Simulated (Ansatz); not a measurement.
Input deck for Ansatz 0.2.0, then the block of the output on the nuclei.

The cell is an entry of the Crystallography Open Database (COD), relaxed with PBE at fixed cell and then changed (volume scaled by 0.96, ions relaxed).

```yaml
crystal:
  lattice:
    - [0.0, 2.522934952, 2.522934952]
    - [2.522934952, 0.0, 2.522934952]
    - [2.522934952, 2.522934952, 0.0]
  atoms:
    - { symbol: Hf, position: [0.0, 0.0, 0.0] }
    - { symbol: O, position: [0.25, 0.25, 0.25] }
    - { symbol: O, position: [0.75, 0.75, 0.75] }
kpoints:
  mp_grid: { grid: [10, 10, 10] }
scf:
  occupations: { method: fermi_dirac, width: 0.02 }
hamiltonian:
  xc: pbe
  pseudopotentials: { kind: paw }
output:
  forces: true
  stress: true
  populations: true
  efg:
    quadrupole_moments_barn: { Hf: 3.365, O: -0.02558 }
    contact_densities: true
  write_density: true
  write_potential: true
  elf: true
  volumetric_format: npy
relax:
  f_tol: 0.02
  max_steps: 60
```

```sh
ansatz run input.yaml --threads 1 --pin off --max-ram 3072MiB --backend cpu --events-out ev --progress --plain --runs-dir out
```

The run relaxes the ions first, and the block belongs to the relaxed positions.

Of the output, the block on the nuclei alone is shown; the set-up, the SCF iterations, energies, forces and stress are cut.

```
--- PAW observables at the nuclei: V_zz in 10²¹ V/m², potentials from the cell's mean, atoms counted from 1 ---
  atom   1  Hf V_zz =    -0.000000   η = 0.0000   by run symmetry: forbidden   C_q = -0.0000 MHz
            electrostatic potential = -14181.074796 V   contact ρ = 7528564.007319 e/Å³
  atom   2  O  V_zz =    -0.000000   η = 0.0000   by run symmetry: forbidden   C_q = +0.0000 MHz
            electrostatic potential = -632.202235 V   contact ρ = 2156.244778 e/Å³
  atom   3  O  V_zz =    -0.000000   η = 0.0000   by run symmetry: forbidden   C_q = +0.0000 MHz
            electrostatic potential = -632.202235 V   contact ρ = 2156.244778 e/Å³
```

The relaxation (1 step) took 4 s of wall time (4 s of CPU time) and 0.45 GiB at its peak, on 1 thread of Intel Xeon Platinum 8488C (Sapphire Rapids) (x86_64; 16 cores open to the job, memory cap 3.0 GiB, no GPU), a shared host with a load of 0.3 a core.

This high-symmetry form of HfO2 is unstable when cold, to shifts of the oxygen columns, towards the tetragonal form. The symmetry of the cell holds that distortion back, wholly or in part, and it would change the field gradients, the more the larger the distortion. At this changed cell the PBE pressure is 8 GPa.
